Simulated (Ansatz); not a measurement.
Trial structure of TaSBr, not yet relaxed:

```cif
data_structure
_symmetry_space_group_name_H-M 'P4mm'
_symmetry_Int_Tables_number 99
_cell_length_a 4.0444
_cell_length_b 4.0444
_cell_length_c 5.5292
_cell_angle_alpha 90.000
_cell_angle_beta 90.000
_cell_angle_gamma 90.000
_cell_volume 90.44
loop_
_atom_site_label
_atom_site_type_symbol
_atom_site_symmetry_multiplicity
_atom_site_Wyckoff_symbol
_atom_site_fract_x
_atom_site_fract_y
_atom_site_fract_z
_atom_site_occupancy
Ta1 Ta 1 b 0.50000 0.50000 0.73542 1
S1 S 1 a 0.00000 0.00000 0.11405 1
Br1 Br 1 b 0.50000 0.50000 0.39283 1
```

Level of theory: DFT PBE, scalar-relativistic, plane waves, PAW in Ansatz 0.2.0. Cutoff 420 eV; k points 4×4×4 on the computed 3-atom cell (Γ-centred); Gaussian smearing, width 0.10 eV; no spin polarisation.

Formation energies are uncorrected and refer to the elements' standard structures at the same level. The references include crystalline Br.

Task: How far from equilibrium is it?

Result: The pressure is 13.9 GPa (the mean over three directions, positive in compression), the largest force is 22.33 eV/Å, and the energy is +2.42 eV/atom against the elements. The shortest distance is 1.89 Å, so close that the PAW spheres overlap strongly and these values are rough.

Task: Is it a good guess?

Result: A poor one: relaxing gains about 2.9 eV/atom (the start's value is from the coarse mesh, so the gain is rough) in 15 ionic steps and ends at −0.52 eV/atom on the finer mesh. The symmetry goes from P4mm (No. 99) to P4/mmm (No. 123). The volume per atom shrinks by 29.6 %, from 30.1 to 21.2 Å³. The shortest distance goes from 1.89 Å (Ta–Br) to 2.47 Å (Ta–S). Conventional cell: a = 3.492 Å, c = 5.221 Å. Around Ta lie 4 S at 2.47 Å and 2 Br at 2.61 Å; S is surrounded by 4 Ta at 2.47 Å; Br is surrounded by 2 Ta at 2.61 Å.

The last run used a 14×14×10 mesh (in the run's order of axes) for its 3-atom cell and Gaussian smearing of 0.10 eV. Spin–orbit coupling, which can matter for Ta, is left out. The reference forms of Br and S are held partly by dispersion forces, which this level lacks. The relaxation can't lower the symmetry of the start, and the grade says only how near the guess is to its own end. Symmetry constrained the relaxation, so the result can be a saddle point.
